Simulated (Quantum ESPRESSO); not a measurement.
## Kohn-Sham bands of HfN (rock salt)

```
HfN
1.0
    0.00000     2.25586     2.25586
    2.25586     0.00000     2.25586
    2.25586     2.25586     0.00000
Hf N
1 1
Direct
  0.00000   0.00000   0.00000
  0.50000   0.50000   0.50000
```

Materials Project entry mp-2828; symmetrised, unrelaxed at this level. COD (Crystallography Open Database) has an entry of this formula and space group (matched by these alone). Computed values, not measurements, from PBEsol: Quantum ESPRESSO (norm-conserving PseudoDojo potentials, cutoff 68 Ry, no spin polarisation, no spin-orbit coupling) on a Γ-centred 12×12×12 mesh, then Wannier90. Density: 12×12×12 mesh, cold smearing 0.01 Ry. Spin-orbit coupling is left out although heavy elements are present.

**Question.** List the Kohn-Sham levels between −8 and 3.0 eV relative to the Fermi level at the high-symmetry points, as a band run of pw.x on that density gives them (levels within 2 meV counted together).

**Answer.** 
```csv
point,k (reciprocal lattice),levels (eV)
Γ,0.000 0.000 0.000,"-2.98 (×3), -0.36 (×3), 1.83, 1.97 (×2)"
X,0.500 0.000 0.500,"-5.41, -3.85, -3.66 (×2)"
U,0.625 0.250 0.625,"-6.36, -5.53, -4.96, -0.85"
K,0.375 0.375 0.750,"-6.36, -5.53, -4.96, -0.85"
L,0.500 0.500 0.500,-6.22 (×2)
W,0.500 0.250 0.750,"-6.18, -5.48 (×2), 1.15 (×2)"
```
